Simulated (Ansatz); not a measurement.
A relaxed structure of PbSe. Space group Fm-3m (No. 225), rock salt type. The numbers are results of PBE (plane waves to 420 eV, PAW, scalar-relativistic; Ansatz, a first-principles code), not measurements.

Space group Fm-3m (No. 225); a = b = c = 6.2173 Å, α = β = γ = 90.00°

| atom | site | symmetry | x | y | z |
|---|---|---|---|---|---|
| Pb | 4a | m-3m | 0.0000 | 0.0000 | 0.0000 |
| Se | 4b | m-3m | 0.5000 | 0.5000 | 0.5000 |
(The calculation used a cell of 2 atoms; values per cell refer to that cell.)

### Question
Estimate the band gap that PBE returns for this input.

### Answer
0.44 eV, direct at L (no spin-orbit coupling).

No spin polarisation in the result. Spin-orbit coupling is missing; with elements this heavy it can move band edges by tenths of an eV or more.

The run could not lose the symmetry of its start.
